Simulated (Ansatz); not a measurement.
**Sn$_{3}$Se: clamped-ion strain scan**

Theory: DFT PBEsol, scalar-relativistic, plane waves, PAW (Ansatz 0.2.0). The runs took a 420 eV cutoff, a Γ-centred 12×12×12 mesh and Gaussian smearing (0.15 eV). No spin polarisation. Energies are free energies at this smearing, counted from the undisturbed cell; pressure is positive in compression.

Zero of the scan (relaxed at this level; with this scan's settings it stands at 0.1 GPa; it needn't be the usual structure):

```
CELL_PARAMETERS angstrom
0.00000 3.65819 3.65819
3.65819 0.00000 3.65819
3.65819 3.65819 0.00000
ATOMIC_POSITIONS crystal
Sn 0.25000 0.25000 0.25000
Sn 0.75000 0.75000 0.75000
Sn 0.50000 0.50000 0.50000
Se 0.00000 0.00000 0.00000
```

The cell is strained by ε times the Voigt pattern (0, 0, 0, 1, 0, 0) (xx, yy, zz, yz, xz, xy; engineering shear) with fractional coordinates fixed. The cell is metallic on the mesh throughout.

```csv
ε,ΔE (meV/atom),"stress summed along the pattern (GPa, tension positive)",pressure (GPa)
-0.0200,0.4,-0.27,0.1
-0.0100,0.1,-0.13,0.1
0.0000,0.0,0.00,0.1
0.0025,0.0,0.03,0.1
0.0050,0.0,0.06,0.1
0.0075,0.1,0.10,0.1
0.0125,0.2,0.16,0.1
0.0150,?,0.20,0.1
0.0175,?,?,0.1
```

By symmetry 0.0200 repeats -0.0200, -0.0150 repeats 0.0150, 0.0100 repeats -0.0100, -0.0050 repeats 0.0050 in energy; the slope of the energy along the path changes sign there.

Give the withheld values.

ΔE (meV/atom) at ε = 0.0150: 0.2; ΔE (meV/atom) at ε = 0.0175: 0.3; stress summed along the pattern (GPa, tension positive) at ε = 0.0175: 0.23.

Cost: 9 runs of about 3.8 core-minutes in all, on Intel Xeon 6975P-C (Granite Rapids) (shared hosts).